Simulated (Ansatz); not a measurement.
An Ansatz input:

```yaml
crystal:
  lattice:
    - [4.7231138592, 0.0, 0.0]
    - [-2.3615569296, 4.090336587, 0.0]
    - [0.0, 0.0, 2.7641198874]
  atoms:
    - { symbol: Li, position: [0.0, 1.0, 0.0] }
    - { symbol: Li, position: [0.3333333333, 0.6666666667, 0.5] }
    - { symbol: Li, position: [0.6666666667, 0.3333333333, 0.5] }
hamiltonian:
  xc: pbesol
  pseudopotentials:
    kind: paw
    azcp:
      Li: "pseudopotentials/Li.paw.azcp"
basis:
  ecutwfc: 420
  fft_grid_basis: typed
kpoints:
  mp_grid: { grid: [8, 8, 12], shift: [0, 0, 0] }
magnetization:
  spin_polarized: false
scf:
  occupations: { method: fermi_dirac, width: 0.1 }
  lower_state_search: "off"
output:
  stress: true
```

and its output:

```
Warning: the record states the generating functional pbe (its physics header spells it `PBE`), which answers neither for hamiltonian.xc's functional nor for the pbesol family's — results may be inconsistent (PPs are generated against a specific XC)
Engine: ansatz 0.2.0, aarch64-unknown-linux-gnu
Pseudopotentials: kind: paw
Pseudopotential: Li, paw, valence charge 3, recommended cutoff 420 eV (normal) 
Functional definition: PBEsol
  exchange = pbesol_x
  correlation = pbesol_c
Crystal: 3 atoms, lattice volume = 53.400 Å³
Basis set: ecut = 420 eV, 1035 PW (Γ)
Bands: 9, of which v1, the nominal top of the filled ones, is band 5 counted from 1 (4 counted from 0)
Symmetry: 24 space group operations
Space group: P6/mmm (ITA 191), of the structure as read, at distance tolerance 3.8e-5 Å
k-points: 70 of 768
Non-local potential: Li, projectors of the file, l = 0: 3, l = 1: 2, l = 2: 1
PAW form: soft (Blöchl's): semilocal exchange-correlation on the pseudo side does not see the compensation charge
PAW one-centre angular grid: Li, 110 points (default); XC on 64 Gauss nodes
Initial density: superposition of atomic densities (neutral atoms: chi_scale 0, normalization atom), corrected by the library's trained network
Initial wavefunctions: pseudopotential atomic-orbital guess
Functional: x = pbesol(κ = 0.804, μ = 0.12345679012345678), c = pbesol(β = 0.046)
SCF iter   1: F=—  HF=-608.937147 eV  |F-HF|=—  |Δ(HF+E_count)|=         —  Δρ=1.80e-3  dr2=1.41e-3  ethr=1.77e-3  ⟨swp⟩=4.0  Hψ=3647  notcnv=0
SCF iter   2: F=—  HF=-608.935377 eV  |F-HF|=—  |Δ(HF+E_count)|=   1.77e-3  Δρ=9.27e-4  dr2=5.63e-4  ethr=1.56e-5  ⟨swp⟩=2.0  Hψ=1454  notcnv=0
SCF iter   3: F=—  HF=-608.934957 eV  |F-HF|=—  |Δ(HF+E_count)|=   4.20e-4  Δρ=7.21e-5  dr2=4.21e-6  ethr=6.25e-6  ⟨swp⟩=2.1  Hψ=915  notcnv=0
SCF iter   4: F=—  HF=-608.934957 eV  |F-HF|=—  |Δ(HF+E_count)|=   1.15e-7  Δρ=2.30e-5  dr2=3.52e-7  ethr=4.68e-8  ⟨swp⟩=1.9  Hψ=787  notcnv=0
iter 5 did not close the SCF: its close was put off for the readings that it lacked (scf_convergence_deferred on its scf_iter line)
SCF iter   5: F=-608.934957 eV  HF=-608.934957 eV  |F-HF|=1.15e-9  |Δ(HF+E_count)|=   5.48e-8  Δρ=2.07e-6  dr2=2.49e-9  ethr=3.91e-9  ⟨swp⟩=1.0  Hψ=629  notcnv=0
SCF iter   6: F=-608.934957 eV  HF=-608.934957 eV  |F-HF|=8.87e-12  |Δ(HF+E_count)|=   1.22e-9  Δρ=1.42e-7  dr2=1.06e-11  ethr=2.77e-11  ⟨swp⟩=1.4  Hψ=1686  notcnv=0
SCF 1 converged in 6 iterations: F = -608.934957 eV  dr2 = 1.06e-11
SCF converged after 6 iterations
Free energy (F): -608.934957 eV
Harris-Foulkes:  -608.934957 eV  (|F-HF|=8.87e-12)
Internal energy: -608.888309 eV  (E = F + TS)
E sigma→0 (E₀):  -608.911633 eV
Entropy (-TS):   -0.046648 eV (-15.549 meV/atom)
Fermi energy:    1.457142 eV
--- Per-component energies (eV) ---
  E_band       = -265.520025
  E_kinetic    = 64.955416
  E_local      = -384.234443  (includes V_loc(G=0)·N_el)
  E_nonlocal   = -99.410253
  E_hartree    = 113.634182
  E_xc         = -30.327477
  E_vxc        = -39.290400  (∫ρ·V_xc dr)
  E_paw        = -58.803197  (= ΣΔE_a)
  E_vpaw       = -34.808727  (= ΣTr[D̂ρ^β])
  E_aug_tail   = 0.000015  (compensation charges beyond the density's cutoff)
  E_ewald      = -214.702552
  E_smearing   = -0.046648  (= −TS)
  E_closure    = 0.000000  (closes the sum)
  Σ components = -608.934957   (vs F -608.934957, Δ=0.00e0)
--- Stress (GPa, compression-positive) ---
        2.145987       0.000000      -0.000000
       -0.000000       2.145987       0.000000
       -0.000000       0.000000       2.227521
  P = ⅓ Tr σ = 2.1732 GPa (21.732 kbar)
```

Command:

```sh
ansatz run input.yaml --threads 2 --pin off --max-ram 5120MiB --backend cpu --events-out ev --progress --plain --runs-dir out
```

On 2 threads of Arm Neoverse V2 (shared host) this took about 0.87 s of wall time and 1.6 s of CPU time.
